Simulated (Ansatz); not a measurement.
Here is the system:

BaGaGeH:
```cif
data_HBaGaGe
_chemical_formula_sum 'Ba1 Ga1 Ge1 H1'
_space_group_name_H-M_alt 'P3m1'
_space_group_IT_number 156
_space_group_name_Hall 'P 3 -2"'
_cell_length_a 4.32856
_cell_length_b 4.32856
_cell_length_c 5.24312
_cell_angle_alpha 90.000
_cell_angle_beta 90.000
_cell_angle_gamma 120.000
loop_
_atom_site_label
_atom_site_type_symbol
_atom_site_symmetry_multiplicity
_atom_site_Wyckoff_symbol
_atom_site_fract_x
_atom_site_fract_y
_atom_site_fract_z
_atom_site_occupancy
Ba1 Ba 1 b 0.33333 0.66667 0.00259 1
Ga1 Ga 1 a 0.00000 0.00000 0.54998 1
Ge1 Ge 1 c 0.66667 0.33333 0.44950 1
H1 H 1 a 0.00000 0.00000 0.87783 1
```

This is the r²SCAN-relaxed structure.

**Question.** All from the program Ansatz at the r²SCAN level (PAW), unless another level is named. Estimate the gap with spin–orbit coupling.

**Answer.** 0.50 eV.

**Question.** Predict the electron effective mass with spin–orbit coupling.

**Answer.** 0.029, 0.029, 0.28 mₑ (principal values).

**Question.** And the weight of the valence-edge state by species (Voronoi cells)?

**Answer.** Ge 54 %, H 21 %, Ga 15 %, Ba 11 %.

**Question.** Give the weight of the conduction-edge state by species (Voronoi cells).

**Answer.** Ga 47 %, Ge 35 %, H 13 %, Ba 5 %.

**Question.** Give the conduction-band minimum.

**Answer.** at A.

The workflow started from a Materials Project entry (that database holds measured and hypothetical structures alike); the Crystallography Open Database files this formula in space group No. 156, but the cells were not matched. Whether it is the stable phase at ambient conditions was not checked. The cell was relaxed with r²SCAN under the symmetry of its start; its stability against distortions is not shown here. Spin–orbit coupling is left out wherever it is not named.

Potentials: the later of the program's two PAW sets.
